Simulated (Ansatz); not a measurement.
Ansatz input file:

```yaml
crystal:
  lattice:
    - [15.0, 0.0, 0.0]
    - [0.0, 15.5, 0.0]
    - [0.0, 0.0, 16.0]
  atoms:
    - { symbol: Al, position: [0.5017639711, 0.4990387734, 0.4381010237], spin: 1.0 }
    - { symbol: C, position: [0.6113282053, 0.5009447915, 0.497134315] }
    - { symbol: H, position: [0.6015551544, 0.4982710489, 0.5673426675] }
    - { symbol: H, position: [0.6505995461, 0.4445136484, 0.4804129948] }
    - { symbol: H, position: [0.6499876896, 0.5571085467, 0.4852407625] }
    - { symbol: C, position: [0.3849710029, 0.4996056485, 0.4989139153] }
    - { symbol: H, position: [0.3314291398, 0.5011550414, 0.4541840841] }
    - { symbol: H, position: [0.3840879936, 0.4432155152, 0.5393082939] }
    - { symbol: H, position: [0.3842772973, 0.556146986, 0.5393619433] }
  symmetry: { detect: false }
basis:
  ecutwfc: 420
kpoints:
  mp_grid: { grid: [1, 1, 1] }
hamiltonian:
  xc: pbe
scf:
  occupations: { method: gaussian, width: 0.005 }
output:
  forces: true
  eigenvalues: true
  populations: true
magnetization:
  spin_polarized: true
relax:
  adjacent_minimum: "off"
  f_tol: 0.01
  max_steps: 80
```

It can be run as
```bash
ansatz run input.yaml --threads 4 --pin off --backend cpu --events-out ev --progress --plain --runs-dir out  # memory cap (--max-ram) not shown
```

Method: DFT PBE, scalar-relativistic, plane waves, PAW (Ansatz).

From the run's log, abridged:

```
Pseudopotentials: kind: paw
Pseudopotential: Al, paw, valence charge 3, recommended cutoff 420 eV (normal)
Pseudopotential: C, paw, valence charge 4, recommended cutoff 420 eV (normal)
Pseudopotential: H, paw, valence charge 1, recommended cutoff 420 eV (normal)
Functional definition: PBE
Crystal: 9 atoms, lattice volume = 3720.000 Å³
Basis set: ecut = 420 eV, 72689 PW (Γ), exchange–correlation on 216×216×216 points (8 copies of the dense FFT grid, shifted against one another)
Bands: 18, of which v1, the nominal top of the filled ones, is band 9 counted from 1 (8 counted from 0)
Symmetry: 1 space group operations
k-points: 1
Initial density: superposition of atomic densities (neutral atoms: chi_scale 0, normalization atom)
Starting moments: Σ|m| = 1 μB on 1 of 9 sites
Initial wavefunctions: pseudopotential atomic-orbital guess
Functional: x = pbe(κ = 0.804, μ = 0.21951497), c = pbe(β = 0.06672455)
SCF iter   1: F=—  HF=-1141.618731 eV  |F-HF|=—  |Δ(HF+E_count)|=         —  Δρ=1.06e-2 (↑1.06e-2 ↓1.03e-2) dr2=2.38e1  dr2_m=4.84e-2  M=1.000 μB ∫|m|=1.012 μB  β_m=0.30  ethr=3.10e-3  ⟨swp⟩=11.5  Hψ=349  notcnv=0
spin=Collinear: Resta preconditioning applied to the charge; magnetization (m = ρ↑ − ρ↓) channel mixes plain (no charge-response kernel on spin).
SCF iter   2: F=—  HF=-1134.668321 eV  |F-HF|=—  |Δ(HF+E_count)|=    6.95e0  Δρ=4.56e-3 (↑4.56e-3 ↓4.47e-3) dr2=2.87e0  dr2_m=3.04e-2  M=1.000 μB ∫|m|=1.015 μB  β_m=0.30  ethr=3.10e-3  ⟨swp⟩=5.5  Hψ=124  notcnv=0  defer=7
SCF iter   3: F=—  HF=-1133.908157 eV  |F-HF|=—  |Δ(HF+E_count)|=   7.60e-1  Δρ=2.57e-3 (↑2.49e-3 ↓2.57e-3) dr2=4.88e-1  dr2_m=1.64e-2  M=1.000 μB ∫|m|=1.017 μB  β_m=0.30  ethr=3.10e-3  ⟨swp⟩=4.0  Hψ=84  notcnv=0  defer=7
SCF iter   4: F=—  HF=-1133.784979 eV  |F-HF|=—  |Δ(HF+E_count)|=   1.23e-1  Δρ=6.14e-4 (↑6.14e-4 ↓5.88e-4) dr2=1.37e-2  dr2_m=8.72e-3  M=1.000 μB ∫|m|=1.015 μB  β_m=0.30  ethr=2.87e-3  ⟨swp⟩=6.0  Hψ=114  notcnv=0  defer=2
SCF iter   5: F=—  HF=-1133.802490 eV  |F-HF|=—  |Δ(HF+E_count)|=   1.75e-2  Δρ=4.08e-4 (↑3.94e-4 ↓4.08e-4) dr2=2.36e-3  dr2_m=4.99e-3  M=1.000 μB ∫|m|=1.016 μB  β_m=0.30  ethr=8.04e-5  ⟨swp⟩=5.0  Hψ=111  notcnv=0  defer=2
SCF iter   6: F=—  HF=-1133.812468 eV  |F-HF|=—  |Δ(HF+E_count)|=   9.98e-3  Δρ=3.04e-4 (↑3.04e-4 ↓2.85e-4) dr2=3.97e-4  dr2_m=2.89e-3  M=1.000 μB ∫|m|=1.017 μB  β_m=0.30  ethr=1.39e-5  ⟨swp⟩=5.5  Hψ=103  notcnv=0  defer=2
SCF iter   7: F=—  HF=-1133.818288 eV  |F-HF|=—  |Δ(HF+E_count)|=   5.82e-3  Δρ=2.22e-4 (↑2.21e-4 ↓2.22e-4) dr2=6.00e-5  dr2_m=1.66e-3  M=1.000 μB ∫|m|=1.019 μB  β_m=0.30  ethr=2.34e-6  ⟨swp⟩=7.5  Hψ=120  notcnv=0  defer=2
Mixer restart at iter 7: flushing history
spin-set hold released at iteration 7 (site moments contracting): the magnetisation degrees of freedom join the quasi-Newton model from the next iteration; the mixer history was flushed
SCF iter   8: F=—  HF=-1133.821820 eV  |F-HF|=—  |Δ(HF+E_count)|=   3.53e-3  Δρ=1.73e-4 (↑1.73e-4 ↓1.66e-4) dr2=1.95e-5  dr2_m=9.75e-4  M=1.000 μB ∫|m|=1.020 μB  β_m=0.65  ethr=3.53e-7  ⟨swp⟩=6.5  Hψ=111  notcnv=0  defer=2
SCF iter   9: F=—  HF=-1133.826376 eV  |F-HF|=—  |Δ(HF+E_count)|=   4.56e-3  Δρ=3.36e-5 (↑1.51e-5 ↓3.36e-5) dr2=7.94e-5  dr2_m=9.95e-6  M=1.000 μB ∫|m|=1.027 μB  β_m=0.57  ethr=1.15e-7  ⟨swp⟩=10.5  Hψ=170  notcnv=0  defer=2
SCF iter  10: F=—  HF=-1133.826355 eV  |F-HF|=—  |Δ(HF+E_count)|=   2.05e-5  Δρ=1.17e-5 (↑1.17e-5 ↓9.16e-6) dr2=2.18e-6  dr2_m=3.36e-6  M=1.000 μB ∫|m|=1.028 μB  β_m=0.69  ethr=1.47e-8  ⟨swp⟩=27.5  Hψ=456  notcnv=0
SCF iter  11: F=—  HF=-1133.826375 eV  |F-HF|=—  |Δ(HF+E_count)|=   1.99e-5  Δρ=3.91e-6 (↑2.80e-6 ↓3.91e-6) dr2=1.85e-7  dr2_m=3.66e-7  M=1.000 μB ∫|m|=1.028 μB  β_m=0.77  ethr=1.28e-8  ⟨swp⟩=14.0  Hψ=244  notcnv=0
SCF iter  12: F=—  HF=-1133.826376 eV  |F-HF|=—  |Δ(HF+E_count)|=   1.19e-6  Δρ=1.38e-6 (↑1.38e-6 ↓9.64e-7) dr2=1.88e-7  dr2_m=2.02e-8  M=1.000 μB ∫|m|=1.028 μB  β_m=0.69  ethr=1.09e-9  ⟨swp⟩=11.0  Hψ=200  notcnv=0
SCF iter  13: F=-1133.826376 eV  HF=-1133.826376 eV  |F-HF|=1.73e-8  |Δ(HF+E_count)|=   2.10e-8  Δρ=5.91e-7 (↑3.98e-7 ↓5.91e-7) dr2=2.84e-8  dr2_m=4.29e-9  M=1.000 μB ∫|m|=1.028 μB  ethr=1.09e-9  ⟨swp⟩=6.5  Hψ=141  notcnv=0
SCF 1 converged in 13 iterations: F = -1133.826376 eV  dr2 = 2.84e-8
relax step   1: F+E_penalty+E_count = -1133.82637613 eV  Δ(F+E_penalty+E_count) = +0.000e0 eV  max|allowed force component| = 1.945e0 eV/Å  Δτ_max = 0.0000 Å  (13 SCF iters, dr2 threshold 2.50e-6 eV, accepted)
Initial density: handed on by an earlier stage of this run
Starting moments: Σ|m| = 1 μB on 1 of 9 sites; this step starts from the density that it was given
Initial wavefunctions: those handed on with the density
SCF iter   1: F=—  HF=-1133.946730 eV  |F-HF|=—  |Δ(HF+E_count)|=         —  Δρ=6.53e-4 (↑6.29e-4 ↓6.53e-4) dr2=4.09e-2  dr2_m=1.07e-4  M=1.000 μB ∫|m|=1.028 μB  β_m=0.30  ethr=2.32e-4  ⟨swp⟩=2.5  Hψ=157  notcnv=0  defer=2
spin=Collinear: Resta preconditioning applied to the charge; magnetization (m = ρ↑ − ρ↓) channel mixes plain (no charge-response kernel on spin).
SCF iter   2: F=—  HF=-1133.938345 eV  |F-HF|=—  |Δ(HF+E_count)|=   8.38e-3  Δρ=3.82e-4 (↑3.70e-4 ↓3.82e-4) dr2=9.78e-3  dr2_m=5.65e-5  M=1.000 μB ∫|m|=1.029 μB  β_m=0.42  ethr=2.32e-4  ⟨swp⟩=2.0  Hψ=42  notcnv=0  defer=2
SCF iter   3: F=—  HF=-1133.937954 eV  |F-HF|=—  |Δ(HF+E_count)|=   3.91e-4  Δρ=1.26e-4 (↑1.26e-4 ↓1.26e-4) dr2=8.36e-4  dr2_m=1.19e-5  M=1.000 μB ∫|m|=1.028 μB  β_m=0.52  ethr=5.75e-5  ⟨swp⟩=3.0  Hψ=65  notcnv=0  defer=2
SCF iter   4: F=—  HF=-1133.938191 eV  |F-HF|=—  |Δ(HF+E_count)|=   2.37e-4  Δρ=3.47e-5 (↑3.47e-5 ↓3.47e-5) dr2=6.17e-5  dr2_m=2.02e-6  M=1.000 μB ∫|m|=1.029 μB  β_m=0.56  ethr=4.92e-6  ⟨swp⟩=5.5  Hψ=96  notcnv=0  defer=2
SCF iter   5: F=-1133.938231 eV  HF=-1133.938229 eV  |F-HF|=1.52e-6  |Δ(HF+E_count)|=   3.80e-5  Δρ=6.39e-6 (↑6.39e-6 ↓4.83e-6) dr2=2.32e-6  dr2_m=3.41e-7  M=1.000 μB ∫|m|=1.029 μB  β_m=0.65  ethr=3.63e-7  ⟨swp⟩=18.5  Hψ=283  notcnv=0
SCF iter   6: F=-1133.938231 eV  HF=-1133.938231 eV  |F-HF|=1.02e-7  |Δ(HF+E_count)|=   1.87e-6  Δρ=2.14e-6 (↑1.61e-6 ↓2.14e-6) dr2=3.73e-7  dr2_m=5.77e-8  M=1.000 μB ∫|m|=1.029 μB  ethr=1.37e-8  ⟨swp⟩=7.5  Hψ=208  notcnv=0
SCF 2 converged in 6 iterations: F = -1133.938231 eV  dr2 = 3.73e-7
relax step   2: F+E_penalty+E_count = -1133.93823102 eV  Δ(F+E_penalty+E_count) = -1.119e-1 eV  max|allowed force component| = 8.618e-1 eV/Å  Δτ_max = 0.0670 Å  (6 SCF iters, dr2 threshold 1.00e-4 eV, accepted)
SCF iter   1: F=—  HF=-1133.963265 eV  |F-HF|=—  |Δ(HF+E_count)|=         —  Δρ=5.18e-4 (↑5.10e-4 ↓5.18e-4) dr2=2.39e-2  dr2_m=6.64e-4  M=1.000 μB ∫|m|=1.028 μB  β_m=0.30  ethr=2.44e-3  ⟨swp⟩=2.5  Hψ=105  notcnv=0  defer=2
spin=Collinear: Resta preconditioning applied to the charge; magnetization (m = ρ↑ − ρ↓) channel mixes plain (no charge-response kernel on spin).
SCF iter   2: F=—  HF=-1133.960065 eV  |F-HF|=—  |Δ(HF+E_count)|=   3.20e-3  Δρ=3.30e-4 (↑3.30e-4 ↓3.27e-4) dr2=7.79e-3  dr2_m=3.44e-4  M=1.000 μB ∫|m|=1.029 μB  β_m=0.49  ethr=1.40e-4  ⟨swp⟩=4.0  Hψ=93  notcnv=0  defer=2
SCF iter   3: F=—  HF=-1133.960834 eV  |F-HF|=—  |Δ(HF+E_count)|=   7.69e-4  Δρ=9.79e-5 (↑8.91e-5 ↓9.79e-5) dr2=6.24e-4  dr2_m=6.34e-5  M=1.000 μB ∫|m|=1.029 μB  β_m=0.51  ethr=4.58e-5  ⟨swp⟩=4.0  Hψ=74  notcnv=0  defer=2
SCF iter   4: F=—  HF=-1133.961059 eV  |F-HF|=—  |Δ(HF+E_count)|=   2.25e-4  Δρ=3.72e-5 (↑3.72e-5 ↓3.04e-5) dr2=6.38e-5  dr2_m=1.26e-5  M=1.000 μB ∫|m|=1.030 μB  β_m=0.59  ethr=3.67e-6  ⟨swp⟩=5.5  Hψ=102  notcnv=0  defer=2
SCF iter   5: F=-1133.961134 eV  HF=-1133.961131 eV  |F-HF|=2.74e-6  |Δ(HF+E_count)|=   7.20e-5  Δρ=8.78e-6 (↑8.78e-6 ↓7.97e-6) dr2=5.57e-6  dr2_m=1.44e-6  M=1.000 μB ∫|m|=1.030 μB  β_m=0.63  ethr=2.73e-7  ⟨swp⟩=20.5  Hψ=320  notcnv=0
SCF iter   6: F=-1133.961136 eV  HF=-1133.961135 eV  |F-HF|=1.74e-7  |Δ(HF+E_count)|=   4.50e-6  Δρ=3.95e-6 (↑3.95e-6 ↓2.41e-6) dr2=9.14e-7  dr2_m=2.31e-7  M=1.000 μB ∫|m|=1.030 μB  β_m=0.65  ethr=3.28e-8  ⟨swp⟩=7.5  Hψ=215  notcnv=0
SCF iter   7: F=-1133.961136 eV  HF=-1133.961136 eV  |F-HF|=1.10e-7  |Δ(HF+E_count)|=   6.31e-7  Δρ=1.66e-6 (↑1.39e-6 ↓1.66e-6) dr2=2.68e-7  dr2_m=3.63e-8  M=1.000 μB ∫|m|=1.030 μB  ethr=5.38e-9  ⟨swp⟩=5.0  Hψ=143  notcnv=0
SCF 3 converged in 7 iterations: F = -1133.961136 eV  dr2 = 2.68e-7
relax step   3: F+E_penalty+E_count = -1133.96113589 eV  Δ(F+E_penalty+E_count) = -2.290e-2 eV  max|allowed force component| = 2.123e-1 eV/Å  Δτ_max = 0.0664 Å  (7 SCF iters, dr2 threshold 4.64e-5 eV, accepted)
SCF iter   1: F=—  HF=-1133.964794 eV  |F-HF|=—  |Δ(HF+E_count)|=         —  Δρ=2.43e-4 (↑2.43e-4 ↓2.30e-4) dr2=4.42e-3  dr2_m=1.13e-4  M=1.000 μB ∫|m|=1.030 μB  β_m=0.30  ethr=3.38e-4  ⟨swp⟩=4.0  Hψ=118  notcnv=0  defer=2
spin=Collinear: Resta preconditioning applied to the charge; magnetization (m = ρ↑ − ρ↓) channel mixes plain (no charge-response kernel on spin).
SCF iter   2: F=—  HF=-1133.964386 eV  |F-HF|=—  |Δ(HF+E_count)|=   4.08e-4  Δρ=1.64e-4 (↑1.64e-4 ↓1.58e-4) dr2=1.62e-3  dr2_m=6.61e-5  M=1.000 μB ∫|m|=1.030 μB  β_m=0.52  ethr=2.60e-5  ⟨swp⟩=3.5  Hψ=97  notcnv=0  defer=2
SCF iter   3: F=—  HF=-1133.964758 eV  |F-HF|=—  |Δ(HF+E_count)|=   3.72e-4  Δρ=3.54e-5 (↑3.54e-5 ↓3.30e-5) dr2=6.67e-5  dr2_m=7.58e-6  M=1.000 μB ∫|m|=1.030 μB  β_m=0.58  ethr=9.51e-6  ⟨swp⟩=6.0  Hψ=94  notcnv=0  defer=2
SCF iter   4: F=—  HF=-1133.964805 eV  |F-HF|=—  |Δ(HF+E_count)|=   4.73e-5  Δρ=1.12e-5 (↑1.12e-5 ↓1.02e-5) dr2=1.02e-5  dr2_m=1.11e-6  M=1.000 μB ∫|m|=1.030 μB  β_m=0.58  ethr=3.92e-7  ⟨swp⟩=5.5  Hψ=87  notcnv=0  defer=2
SCF iter   5: F=-1133.964810 eV  HF=-1133.964810 eV  |F-HF|=1.43e-8  |Δ(HF+E_count)|=   5.27e-6  Δρ=3.96e-6 (↑3.96e-6 ↓2.61e-6) dr2=1.16e-6  dr2_m=1.67e-7  M=1.000 μB ∫|m|=1.030 μB  β_m=0.58  ethr=1.66e-8  ⟨swp⟩=20.0  Hψ=284  notcnv=0
SCF iter   6: F=-1133.964811 eV  HF=-1133.964811 eV  |F-HF|=1.08e-7  |Δ(HF+E_count)|=   4.01e-7  Δρ=1.51e-6 (↑1.51e-6 ↓9.82e-7) dr2=1.03e-7  dr2_m=3.87e-8  M=1.000 μB ∫|m|=1.030 μB  β_m=0.65  ethr=6.81e-9  ⟨swp⟩=8.0  Hψ=184  notcnv=0
SCF iter   7: F=-1133.964811 eV  HF=-1133.964811 eV  |F-HF|=4.46e-9  |Δ(HF+E_count)|=   1.46e-7  Δρ=4.85e-7 (↑4.16e-7 ↓4.85e-7) dr2=2.28e-8  dr2_m=3.49e-9  M=1.000 μB ∫|m|=1.030 μB  ethr=6.04e-10  ⟨swp⟩=3.5  Hψ=121  notcnv=0
SCF 4 converged in 7 iterations: F = -1133.964811 eV  dr2 = 2.28e-8
relax step   4: F+E_penalty+E_count = -1133.96481100 eV  Δ(F+E_penalty+E_count) = -3.675e-3 eV  max|allowed force component| = 1.468e-2 eV/Å  Δτ_max = 0.0305 Å  (7 SCF iters, dr2 threshold 2.82e-6 eV, accepted)
SCF iter   1: F=—  HF=-1133.964788 eV  |F-HF|=—  |Δ(HF+E_count)|=         —  Δρ=6.49e-5 (↑6.49e-5 ↓6.30e-5) dr2=2.41e-4  dr2_m=4.55e-6  M=1.000 μB ∫|m|=1.030 μB  β_m=0.30  ethr=1.83e-5  ⟨swp⟩=6.0  Hψ=133  notcnv=0  defer=2
spin=Collinear: Resta preconditioning applied to the charge; magnetization (m = ρ↑ − ρ↓) channel mixes plain (no charge-response kernel on spin).
SCF iter   2: F=—  HF=-1133.964784 eV  |F-HF|=—  |Δ(HF+E_count)|=   4.23e-6  Δρ=4.42e-5 (↑4.42e-5 ↓4.29e-5) dr2=1.03e-4  dr2_m=2.39e-6  M=1.000 μB ∫|m|=1.030 μB  β_m=0.58  ethr=1.42e-6  ⟨swp⟩=3.5  Hψ=90  notcnv=0  defer=2
SCF iter   3: F=—  HF=-1133.964814 eV  |F-HF|=—  |Δ(HF+E_count)|=   3.03e-5  Δρ=5.26e-6 (↑5.22e-6 ↓5.26e-6) dr2=2.10e-6  dr2_m=1.60e-7  M=1.000 μB ∫|m|=1.030 μB  β_m=0.60  ethr=6.07e-7  ⟨swp⟩=7.5  Hψ=91  notcnv=0  defer=2
SCF iter   4: F=—  HF=-1133.964886 eV  |F-HF|=—  |Δ(HF+E_count)|=   7.14e-5  Δρ=1.84e-6 (↑1.84e-6 ↓1.63e-6) dr2=2.27e-7  dr2_m=2.98e-8  M=1.000 μB ∫|m|=1.030 μB  β_m=0.63  ethr=1.23e-8  ⟨swp⟩=3.0  Hψ=77  notcnv=0  defer=2
SCF iter   5: F=-1133.964886 eV  HF=-1133.964886 eV  |F-HF|=3.77e-8  |Δ(HF+E_count)|=   2.50e-7  Δρ=8.54e-7 (↑8.54e-7 ↓8.13e-7) dr2=9.95e-8  dr2_m=6.74e-9  M=1.000 μB ∫|m|=1.029 μB  β_m=0.58  ethr=5.88e-10  ⟨swp⟩=14.0  Hψ=225  notcnv=0
SCF iter   6: F=-1133.964886 eV  HF=-1133.964886 eV  |F-HF|=4.90e-9  |Δ(HF+E_count)|=   6.91e-9  Δρ=3.51e-7 (↑3.51e-7 ↓2.53e-7) dr2=6.54e-9  dr2_m=1.96e-9  M=1.000 μB ∫|m|=1.029 μB  β_m=0.63  ethr=5.85e-10  ⟨swp⟩=7.0  Hψ=166  notcnv=0
SCF iter   7: F=-1133.964886 eV  HF=-1133.964886 eV  |F-HF|=3.18e-10  |Δ(HF+E_count)|=   7.49e-9  Δρ=8.27e-8 (↑8.27e-8 ↓7.10e-8) dr2=3.55e-10  dr2_m=1.47e-10  M=1.000 μB ∫|m|=1.029 μB  ethr=3.85e-11  ⟨swp⟩=3.5  Hψ=129  notcnv=0
SCF 5 converged in 7 iterations: F = -1133.964886 eV  dr2 = 3.55e-10
relax step   5: F+E_penalty+E_count = -1133.96488613 eV  Δ(F+E_penalty+E_count) = -7.514e-5 eV  max|allowed force component| = 5.025e-3 eV/Å  Δτ_max = 0.0081 Å  (7 SCF iters, accepted)
SCF converged after 7 iterations
Magnetization: 1.0000 μB (9.0000 up, 8.0000 down)
Absolute magnetization: 1.0333 μB (∫|ρ↑−ρ↓|, with the PAW one-centre terms)
Spin contamination: 0.0013 ħ² per cell (⟨S²⟩ above its minimum at these occupations)
Per-site moments (μB) at R_I (Å): [(0.08982039, 0.81651845), (0.02168568, 0.45386995), (0.00587971, 0.45404089), (-0.00087156, 0.45386995), (-0.00088942, 0.45403528), (0.02235485, 0.45241375), (-0.00020730, 0.45241375), (0.00179092, 0.45480341), (0.00201934, 0.45475943)]
Free energy (F): -1133.964886 eV
Harris-Foulkes:  -1133.964886 eV  (|F-HF|=3.18e-10)
Internal energy: -1133.964886 eV  (E = F + TS)
E sigma→0 (E₀):  -1133.964886 eV
Fermi energy:    -3.172347 eV
--- Per-component energies (eV) ---
  E_band       = -174.137845
  E_kinetic    = 284.166712
  E_local      = -1882.493837  (includes V_loc(G=0)·N_el)
  E_nonlocal   = 75.141396
  E_hartree    = 792.546729
  E_xc         = -187.721571
  E_vxc        = -214.453618  (∫ρ·V_xc dr)
  E_paw        = -669.516720  (= ΣΔE_a)
  E_vpaw       = -21.583558  (= ΣTr[D̂ρ^β])
  E_aug_tail   = -0.008108  (compensation charges beyond the density's cutoff)
  E_ewald      = 453.920513
  E_smearing   =  0.000000  (= −TS)
--- Forces (eV/Å), atoms counted from 1 ---
  atom   1  Al     0.00112540     0.00026409    -0.00502831
  atom   2  C      0.00240085     0.00006053    -0.00030206
  atom   3  H      0.00275762    -0.00064414     0.00324585
  atom   4  H      0.00035556     0.00146546    -0.00007647
  atom   5  H     -0.00042728    -0.00112165    -0.00017583
  atom   6  C     -0.00446055    -0.00022889    -0.00264764
  atom   7  H      0.00082049     0.00019237    -0.00017706
  atom   8  H     -0.00162362    -0.00298235     0.00308858
  atom   9  H     -0.00096227     0.00302347     0.00204256
--- Band table (eV) ---
  k-point 0 ↑: bands = ["-16.5825", "-16.3348", "-9.5127", "-9.4257", "-9.2447", "-9.2215", "-8.7818", "-6.4662", "-3.9061", "-1.9113", "-0.5263", "-0.1468", "0.0756", "0.3414", "0.3501", "0.4597", "0.4810", "0.7576"]
  k-point 0 ↓: bands = ["-16.4932", "-16.2554", "-9.4579", "-9.3871", "-9.2135", "-9.1657", "-8.4288", "-6.2603", "-2.4386", "-1.2710", "-0.3410", "0.0745", "0.2770", "0.4801", "0.4917", "0.5707", "0.6829", "0.9444"]
--- Relaxed structure (5 steps of the walk, 5 accepted, 0 SCFs on fresh bases) ---
  F+E_penalty+E_count = -1133.96488613 eV   max|allowed force component| = 5.025e-3 eV/Å
  atoms:
    - { symbol: Al, position: [0.49990914, 0.49955924, 0.43539002] }
    - { symbol: C, position: [0.61328494, 0.49990784, 0.49895702] }
    - { symbol: H, position: [0.60123837, 0.49817864, 0.56679706] }
    - { symbol: H, position: [0.65508863, 0.44420286, 0.48219409] }
    - { symbol: H, position: [0.65269672, 0.55796212, 0.48466137] }
    - { symbol: C, position: [0.38576246, 0.50004840, 0.49746642] }
    - { symbol: H, position: [0.32614793, 0.50103114, 0.45778872] }
    - { symbol: H, position: [0.38238003, 0.44238995, 0.53769721] }
    - { symbol: H, position: [0.38349173, 0.55671977, 0.53904804] }
--- Löwdin populations: 9 sites ---
  site symbol q [e]    m [muB]
     0     Al      2.2156     0.7916
     1      C      4.8834     0.0714
     2      H      0.8008     0.0227
     3      H      0.7890    -0.0014
     4      H      0.7891    -0.0010
     5      C      4.8815     0.0749
     6      H      0.7903    -0.0033
     7      H      0.7949     0.0117
     8      H      0.7952     0.0124
  spilling = 0.015298 (of n_electrons = 17.000000)
```

The relaxation met its thresholds.